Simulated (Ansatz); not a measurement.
Lu (hcp, Mg type)

```
Lu
1.0
    3.50707     0.00000     0.00000
   -1.75353     3.03721     0.00000
    0.00000     0.00000     5.46215
Lu
2
Cartesian
  0.00000   2.02481   4.09661
  1.75353   1.01240   1.36554
```

The slice is a (-1 1 0 2) plane (indices of the conventional cell) through the point (0.333, 0.667, 0.750) (fractional), spanned by u = [110] and v = [1 -1 1] in vectors of this cell: u (3.51 Å) and v (8.17 Å, at 90° to u). It covers one period; positions are fractions (u, v).

Calculation: PBE (plane waves to 420 eV, PAW, scalar-relativistic; Ansatz, a program for electronic structure). k mesh 15×15×9. Inside the PAW spheres the values are not all-electron values, and peaks at nuclei hang on which shells count as valence. Lu is run without spin polarisation. Lu was relaxed with its symmetry unable to fall. The PAW data are Ansatz's earlier set.

Sketch the electron localisation function (ELF) on this plane as a map.


| v \ u | 0.00 | 0.10 | 0.20 | 0.30 | 0.40 | 0.50 | 0.60 | 0.70 | 0.80 | 0.90 |
|---|---|---|---|---|---|---|---|---|---|---|
| 0.88 | 0.29 | 0.21 | 0.11 | 0.19 | 0.49 | 0.63 | 0.49 | 0.19 | 0.11 | 0.21 |
| 0.75 | 0.64 | 0.60 | 0.46 | 0.29 | 0.19 | 0.17 | 0.19 | 0.29 | 0.46 | 0.60 |
| 0.62 | 0.50 | 0.48 | 0.39 | 0.26 | 0.19 | 0.16 | 0.19 | 0.26 | 0.39 | 0.48 |
| 0.50 | 0.31 | 0.22 | 0.11 | 0.20 | 0.54 | 0.69 | 0.54 | 0.20 | 0.11 | 0.22 |
| 0.38 | 0.77 | 0.67 | 0.30 | 0.10 | 0.27 | 0.47 | 0.27 | 0.10 | 0.30 | 0.67 |
| 0.25 | 0.17 | 0.19 | 0.29 | 0.46 | 0.60 | 0.64 | 0.60 | 0.46 | 0.29 | 0.19 |
| 0.12 | 0.28 | 0.20 | 0.10 | 0.15 | 0.39 | 0.53 | 0.39 | 0.15 | 0.10 | 0.20 |
| 0.00 | x | x | 0.79 | 0.24 | 0.12 | 0.26 | 0.12 | 0.24 | 0.79 | x |

Values: electron localisation function (ELF). Points within 0.5 Å of a nucleus are blanked (x), as the pseudised field means little there.
